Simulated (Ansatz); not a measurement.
Total density of states per atom from the program Ansatz at the r²SCAN level (PAW), in 0.25 eV bins, energy from the valence-band maximum:

```
E (eV)  states/eV/atom
------  --------------
-7.86             0.31
-7.61             0.56
-7.36             0.86
-7.11             0.75
-6.86             0.53
-6.61             0.56
-6.36             0.34
-6.11             0.07
-5.86             0.71
-5.61             0.12
-5.36             0.82
-5.11             0.94
-4.86             0.88
-4.61             0.64
-4.36             0.29
-4.11             0.36
-3.86             0.50
-3.61             0.40
-3.36             0.44
-3.11             0.05
-2.86             0.17
-2.61             0.41
-2.36             0.30
-2.11             0.01
-1.86             0.30
-1.61             0.40
-1.36             0.52
-1.11             0.23
-0.86             0.32
-0.61             0.34
-0.36             0.58
-0.11             0.86
0.14              0.00
0.39              0.00
0.64              0.00
0.89              0.00
1.14              0.00
1.39              0.00
1.64              0.00
1.89              0.00
2.14              0.00
2.39              0.00
2.64              0.00
2.89              0.00
3.14              0.00
3.39              0.00
3.64              0.00
3.89              0.00
4.14              0.00
4.39              0.00
4.64              0.02
4.89              0.03
5.14              0.05
5.39              0.08
5.64              0.21
5.89              0.37
6.14              0.37
6.39              0.30
6.64              0.27
6.89              0.28
7.14              0.27
7.39              0.34
7.64              0.35
7.89              0.39
8.14              0.48
8.39              0.45
8.64              0.51
8.89              0.30
9.14              0.41
```

**Question.** Which compound is it?
A) HfScTaN3, P3m1 (Pearson symbol hP6)
B) PtRhN2, R-3m (Rh on 3b, Pt on 3a, N on 6c)
C) CrN, R-3m (Cr on 3a, N on 3b)
D) SiNF, P1 (Pearson symbol aP9)

**Answer.** D, SiNF, P1 (Pearson symbol aP9). Top 1 eV of the valence band: N 2p 87 %, Si 3p 6 %. Bottom 1 eV of the conduction band: Si 3s 42 %, N 2s 17 %, Si 3p 13 %, N 2p 6 %, outside the projected shells 17 %. Projections are on Löwdin-orthogonalised atomic valence shells; empty p or d shells of many metals are not among them.

The start of the workflow was typed in or built on a structure type; neither database checked (COD, Materials Project) lists it. Its standing as an ambient phase is unchecked. The cell was relaxed with r²SCAN; whether a distortion lowers the energy is not shown.

Potentials: the earlier of the program's two PAW sets. The files were generated under PBE; for other functionals the program regenerates the frozen cores, and for LDA and PBEsol the local potential too.
